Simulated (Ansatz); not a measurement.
CdSi2Sb4, a known structure type with other elements, at an estimated volume

```xyz
7
Lattice="0.0000 5.8568 0.0000 5.8568 0.0000 0.0000 2.9284 2.9284 -5.6761" Properties=species:S:1:pos:R:3 pbc="T T T"
Cd    0.0000    0.0000    0.0000
Si    2.9284    5.8568   -2.8381
Si    2.9284    2.9284    0.0000
Sb    4.5098    4.4512   -4.1436
Sb    1.5228    4.2755   -1.5326
Sb    7.2039    7.2625   -4.1436
Sb    4.3341    1.5813   -1.5326
```

Method: r2SCAN, no spin polarisation; PAW, plane waves to 500 eV, 5×5×5 Γ-centred mesh, cold occupations (width 0.0512 eV) (Ansatz 0.2.0), atoms fixed.

**Question.** Which atom feels the largest force, and which way?

**Answer.** The largest is on Sb4 (and as large on other atoms): 1.31 eV/Å, components (0.54, -0.94, 0.73). It makes 122° with the line to a nearest neighbour, Si3 at 2.48 Å.

**Question.** Is there a gap?

**Answer.** It is a metal, with about 4.2 states/eV a cell as the mean within 0.25 eV of the Fermi level, mostly Sb p (82 %).

**Question.** Which element gives electrons and which takes them?

**Answer.** Bader charges in e: Cd +0.20, Si +0.24, Sb -0.17. In the mean Si gives up most and Sb takes most.

**Question.** What does the stress say?

**Answer.** The pressure is 7.6 GPa (compression positive), so with the atoms held at these fractions the cell would first expand; the forces are large, so a full relaxation may end otherwise. The principal stresses 6.8, 7.9, 7.9 GPa differ, so its shape would change too.

**Question.** What is the formation energy?

**Answer.** 0.31 eV an atom against the elements' usual phases (free molecules for gases, crystals otherwise, with no correction for O₂ or N₂), so at this geometry it isn't bound against them. Relaxing would lower it.

Origin: a known structure type with other elements, at an estimated volume, so it need not be a known compound.
